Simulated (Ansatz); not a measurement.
Values for one crystal, relaxed and computed with PBEsol in the plane-wave PAW code Ansatz; other levels are named.

* **Volume per atom**: 16.17 Å³
* **Electronic character**: metallic (no gap)
* **Density of states at the Fermi level**: 0.45 states/eV per atom (mean over ±0.08 eV)
* **Formation energy from the elements (no fitted shifts)**: -0.53 eV/atom
* **Bulk modulus (Birch–Murnaghan fit)**: 156 GPa
* **Gap with spin–orbit coupling**: none (metallic)
* **Pressure derivative B′**: 5.4

Task: Which of these materials gives this?
A) InPd2, Pnma (In on 4c, Pd on 4c, Pd on 4c)
B) Sn3Pd, Cu3Au type
C) Sn4Pd, Ccce (Sn on 16i, Pd on 4b)
D) MnPd, CsCl type

Result: A, InPd2, Pnma (In on 4c, Pd on 4c, Pd on 4c)

The first step of the workflow began from a Materials Project structure, measured or hypothetical; the Crystallography Open Database copy checked does not list it. Whether it is the stable phase at ambient conditions was not checked. Symmetry was held in the PBEsol relaxation; its stability against distortions is not shown here. No spin polarisation was allowed. The references are the lowest solids computed at this level, not always the standard phases. Scalar-relativistic: spin–orbit coupling is off unless named, which matters more the heavier the elements.

Potentials: the later of the program's two PAW sets.
